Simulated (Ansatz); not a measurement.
Input:

V2InC:
Space group P6₃/mmc (No. 194); a = 2.9855 Å, b = 2.9855 Å, c = 13.4377 Å, α = 90.00°, β = 90.00°, γ = 120.00°

```
atom  site  symmetry       x       y       z
----  ----  --------  ------  ------  ------
V       4f       3m.  0.3333  0.6667  0.0779
In      2d      -6m2  0.6667  0.3333  0.2500
C       2a      -3m.  0.0000  0.0000  0.0000
```

This is the PBEsol-relaxed structure.

**Question.** All from the program Ansatz at the PBEsol level (PAW), unless another level is named. Predict the electronic character.

**Answer.** metallic (no gap).

**Question.** What about the density of states at the Fermi level?

**Answer.** 0.61 states/eV per atom (mean over ±0.08 eV).

**Question.** Next, the formation energy from the elements (no fitted shifts)?

**Answer.** -0.43 eV/atom.

**Question.** Predict the gap with spin–orbit coupling.

**Answer.** none (metallic).

Space group P6_3/mmc. The first step of the workflow began from a Materials Project structure, measured or hypothetical; the Crystallography Open Database copy checked does not list it. Whether it is the stable phase at ambient conditions was not checked. Symmetry was held in the PBEsol relaxation; of distortions, only those at the zone centre were tested. The run is not spin-polarised. The references are the lowest solids computed at this level, not always the standard phases. Spin–orbit coupling is left out wherever it is not named.

Potentials: the later of the program's two PAW sets.
